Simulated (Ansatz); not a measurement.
## Relaxing a structure of AlRu

The start is a generated cell, AlRu placed in the AFLOW prototype AB_oP8_62_c_c (B29, as in SnS). The structure is fully relaxed (lattice and positions, P = 0) with r2SCAN (plane waves to 500 eV, PAW, scalar-relativistic; Ansatz, an electronic-structure program). The first steps use a coarse 4×10×9 k-mesh.

Input geometry:
```
CELL_PARAMETERS angstrom
      8.97365     0.00000     0.00000
      0.00000     3.19616     0.00000
      0.00000     0.00000     3.47468
ATOMIC_POSITIONS crystal
  Ru 0.61937 0.25000 0.38060
  Ru 0.11937 0.25000 0.11940
  Ru 0.38063 0.75000 0.61940
  Ru 0.88063 0.75000 0.88060
  Al 0.35070 0.25000 0.02010
  Al 0.85070 0.25000 0.47990
  Al 0.64930 0.75000 0.97990
  Al 0.14930 0.75000 0.52010
```

```json
{
  "initial_pressure": "+56.7 GPa (positive: the cell is compressed)",
  "largest_initial_force": "6.70 eV/Å, on Ru1, Ru2, Ru3, Ru4 (atoms numbered as listed)",
  "energy_released": "1.21 eV/atom",
  "volume_change": "+13.2 %, from 12.46 to 14.11 Å³/atom",
  "band_gap_at_the_end": "zero (metallic)",
  "optimiser_moves": "25"
}
```

It ends as:

```cif
data_Al4Ru4
_chemical_formula_sum 'Ru4 Al4'
_space_group_name_H-M_alt 'Pnma'
_space_group_IT_number 62
_space_group_name_Hall '-P 2ac 2n'
_cell_length_a 9.40542
_cell_length_b 2.92797
_cell_length_c 4.09798
_cell_angle_alpha 90.000
_cell_angle_beta 90.000
_cell_angle_gamma 90.000
loop_
_atom_site_label
_atom_site_type_symbol
_atom_site_symmetry_multiplicity
_atom_site_Wyckoff_symbol
_atom_site_fract_x
_atom_site_fract_y
_atom_site_fract_z
_atom_site_occupancy
Ru1 Ru 4 c 0.37175 0.25000 0.41564 1
Al1 Al 4 c 0.10760 0.25000 0.41429 1
```

Final values are on a 5×16×11 k-mesh of the relaxed cell. No spin polarisation in the result.

The run could not lose the symmetry of its start, so the end can be a saddle point.

The relaxed structure here is a generated cell of AlRu: the first start was made by placing the elements on the sites of a structure type, and the end was not matched to a known phase here, so it may be hypothetical.
